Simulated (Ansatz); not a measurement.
A trial cell of BiS, before relaxation:

```cif
data_structure
_symmetry_space_group_name_H-M 'Fm-3m'
_symmetry_Int_Tables_number 225
_cell_length_a 6.0104
_cell_length_b 6.0104
_cell_length_c 6.0104
_cell_angle_alpha 90.000
_cell_angle_beta 90.000
_cell_angle_gamma 90.000
_cell_volume 217.13
loop_
_atom_site_label
_atom_site_type_symbol
_atom_site_symmetry_multiplicity
_atom_site_Wyckoff_symbol
_atom_site_fract_x
_atom_site_fract_y
_atom_site_fract_z
_atom_site_occupancy
Bi1 Bi 4 a 0.00000 0.00000 0.00000 1
S1 S 4 b 0.50000 0.00000 0.00000 1
```

Level of theory: DFT PBE, scalar-relativistic, plane waves, PAW (Ansatz). Cutoff 420 eV, Gaussian smearing, Γ-centred meshes. Cell and atoms relax on a converged mesh. In metals the finer mesh still leaves noise of several meV/atom or more. The steps can't lower the symmetry of their start. No spin polarisation.

A guess keeps its type if space group and coordination stay and the shape of the cell changes little (axis ratios within about 15 %, angles within 6°); the volume may change.

Question: Does this structure survive the relaxation?

Answer: It keeps its type: symmetry leaves only the cell edge free. The symmetry stays Fm-3m (No. 225). The end has the rock salt type. The volume per atom shrinks by 2.8 %, from 27.1 to 26.4 Å³. The shortest distance goes from 3.01 Å (Bi–S) to 2.98 Å (Bi–S). Counting neighbours within 15 % of an atom's shortest distance, the start has Bi 6, S 6 and the end Bi 6, S 6.

The last run used a 16×16×16 mesh for its 2-atom cell and Gaussian smearing of 0.10 eV. These runs have no spin–orbit coupling, which can matter for Bi. An odd number of electrons in the primitive cell allows no gap without spin; a larger cell or a magnetic state could open one. The cell is a metal run without spin; a magnetic state may lie lower. A structure relaxed within its symmetry needn't be a true minimum.
